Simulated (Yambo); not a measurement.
```
AgI
1.0
    4.51106     0.00000     0.00000
   -2.25553     3.90670     0.00000
    0.00000     0.00000     7.52264
Ag I
2 2
Cartesian
  0.00000   2.60446   0.03959
  2.25553   1.30223   3.80091
  0.00000   2.60446   2.81826
  2.25553   1.30223   6.57958
```

AgI (wurtzite, space group P6_3mc, No. 186) under biaxial strain of -1 % along x and y, z relaxed: mean Im ε in 1 eV windows above the direct gap of 2.35 eV, for different electron-hole kernels (Yambo, broadening 0.15 eV, PBEsol (Quantum ESPRESSO, PseudoDojo norm-conserving, 82 Ry, scalar-relativistic) bands; 6×6×2 mesh, 16 valence and 5 conduction bands, static screening with 78 bands and a 4 Ry block, scissor 1.14 eV, Tamm-Dancoff; field along x).

```json
[
 {"window (eV)": "2.4 to 3.4", "independent quasiparticles": "1.2", "BSE": "1.8"},
 {"window (eV)": "3.4 to 4.4", "independent quasiparticles": "1.6", "BSE": "3.7"},
 {"window (eV)": "4.4 to 5.4", "independent quasiparticles": "3.4", "BSE": "4.6"},
 {"window (eV)": "5.4 to 6.4", "independent quasiparticles": "5.1", "BSE": "4.7"},
 {"window (eV)": "6.4 to 7.4", "independent quasiparticles": "6.7", "BSE": "6.1"}
]
```

This run doesn't resolve bound excitons or single peaks, so only averages are given, and they too depend on the mesh; weight that the attraction moves below the gap isn't listed. All transitions below 7.57 eV are in the band window. The scissor comes from a G0W0 run whose convergence isn't established.

Spin-orbit coupling is left out, which matters for elements this heavy: edges can move by tenths of an eV.
